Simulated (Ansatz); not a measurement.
Data:

LaN:
```yaml
crystal:
  lattice:
    - [4.10097, 0.00000, 0.00000]
    - [-2.05049, 3.55155, 0.00000]
    - [0.00000, 0.00000, 5.71973]
  atoms:
    - { symbol: La, position: [0.33333, 0.66667, 0.99271] }
    - { symbol: La, position: [0.66667, 0.33333, 0.49271] }
    - { symbol: N, position: [0.33333, 0.66667, 0.41729] }
    - { symbol: N, position: [0.66667, 0.33333, 0.91729] }
```

This is the LDA-relaxed structure.

Problem. All from the program Ansatz at the LDA level (PAW), unless another level is named. Give the electronic dielectric constant ε∞ (DFPT).

Solution. 7.52 (xx = yy), 7.09 (zz).

Problem. And the largest static χ(2) component?

Solution. 82 pm/V.

Problem. Predict the Born charges (a third of the trace).

Solution. La +3.52, N -3.52 e.

Problem. Next, the static dielectric constant ε0 (ions relaxed, cell fixed)?

Solution. 16.2 (xx = yy), 19.0 (zz).

Space group P6_3mc. The first step of the workflow began from a Materials Project structure, measured or hypothetical; the Crystallography Open Database copy checked does not list it. COD files the formula under space group No. 225, so this cell is another polymorph or a model. Its standing as an ambient phase is unchecked. The LDA relaxation kept the symmetry of its start; phonons on a q-mesh show no instability. Scalar-relativistic: spin–orbit coupling is off unless named, which matters more the heavier the elements.

Potentials: the later of the program's two PAW sets.
